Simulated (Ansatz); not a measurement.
## Moving the functional in Co4Ge

The cell as given:

```
CELL_PARAMETERS angstrom
1.31250 0.75777 9.86265
-1.31250 0.75777 9.86265
0.00000 -1.51554 9.86265
ATOMIC_POSITIONS crystal
Ge 0.00000 0.00000 0.00000
Co 0.59884 0.59884 0.59884
Co 0.20032 0.20032 0.20032
Co 0.79968 0.79968 0.79968
Co 0.40116 0.40116 0.40116
```

The cell comes from a database or a generator and needn't be the stable form of this composition.

Kept alike: task relaxation of cell and atoms; k mesh 12 × 12 × 12; occupations fermi-dirac, width 0.05 eV; collinear spin, ferromagnetic start. Program: Ansatz, Ansatz PAW, cutoff 420 eV. The mesh is that of the run's cell of 5 atoms. No spin-orbit coupling.

| run | volume (Å³/atom) | largest site moment (μB) |
| --- | --- | --- |
| A | 11.761 | 1.79 |
| B | 10.852 | 1.66 |
| C | 11.236 | 1.75 |

The relaxations keep at least the cell's symmetry (R-3m). For a metal such a mesh leaves the last digits unconverged. Relaxations stop with a little pressure left, so the last digits of a volume or edge aren't settled. Ansatz's relaxations hold a Pulay term in the stress (up to 0.2 GPa here). The runs hold the magnetic state that their start led to, which needn't be the lowest. Site moments count inside each atom's sphere or projector. All rows use potentials made for PBE.

Problem. The runs differ in the functional alone: LDA; PBE; PBEsol. Which run is which?

Solution. Run A is PBE; run B is LDA; run C is PBEsol. The volume runs from 10.852 (LDA) to 11.761 Å³/atom (PBE). From PBE: LDA -0.909; PBEsol -0.525. The largest site moment runs from 1.66 (LDA) to 1.79 μB (PBE). From PBE: LDA -0.13; PBEsol -0.04.
